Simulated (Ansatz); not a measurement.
Be₂Ru (cubic Laves (MgCu2 type), Fd-3m) at seven volumes, PBEsol (plane waves, PAW; program Ansatz), scaled uniformly. One row is withheld.

```
V (Å³/atom)  P (GPa)
-----------  -------
8.497          25.29
8.777          15.50
9.058           7.14
9.338          -0.02
9.618          -6.15
9.898              ?
10.178        -15.89
```

Fit the shown pressures and predict the withheld one.

Third-order Birch–Murnaghan: P = (3/2)B₀(x^(7/2) − x^(5/2))[1 + (3/4)(B′ − 4)(x − 1)] with x = (V₀/V)^(2/3). Least squares on the six rows gives V₀ = 9.337 Å³/atom, B₀ = 220.4 GPa, B′ = 4.15. At V = 9.898, x = 0.9618 and P = -11.40 GPa. The run itself gave -11.39 GPa.

The cell is a constructed one: a structure type filled with these elements; neither database checked (COD, Materials Project) lists it. Its standing as an ambient phase is unchecked. The cell was relaxed with PBEsol under the symmetry of its start; whether a distortion lowers the energy is not shown. No spin polarisation was allowed.

Potentials: the earlier of the program's two PAW sets. The files were generated under PBE; for other functionals the program regenerates the frozen cores, and for LDA and PBEsol the local potential too.
